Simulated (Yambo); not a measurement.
```
CELL_PARAMETERS angstrom
      0.00000     3.27433     3.27433
      3.27433     0.00000     3.27433
      3.27433     3.27433     0.00000
ATOMIC_POSITIONS crystal
  K  0.00000 0.00000 0.00000
  Br 0.50000 0.50000 0.50000
```

Workflow: PBEsol (pw.x of Quantum ESPRESSO, ONCV potentials, with spin-orbit coupling), then G0W0 in Yambo (4×4×4 Γ-centred k mesh, 196 bands and a 7 Ry block in the screening, 196 bands in G with the Bruneval-Gonze terminator, plasmon pole fitted at 27.2 eV).

Give the PBEsol and G0W0 gaps between the band edges found on this mesh, and say where the edges lie.

Edges: Γ → Γ. PBEsol: 4.18 eV; G0W0: 6.77 eV. Nearest settings tried, and what they do to the gap: 124 bands in W, 124 bands in G: -38 meV; 3 Ry block (59 vectors against 181): -237 meV. Not varied: mesh. So the settings aren't converged at that level. 

Geometry relaxed with PBEsol.
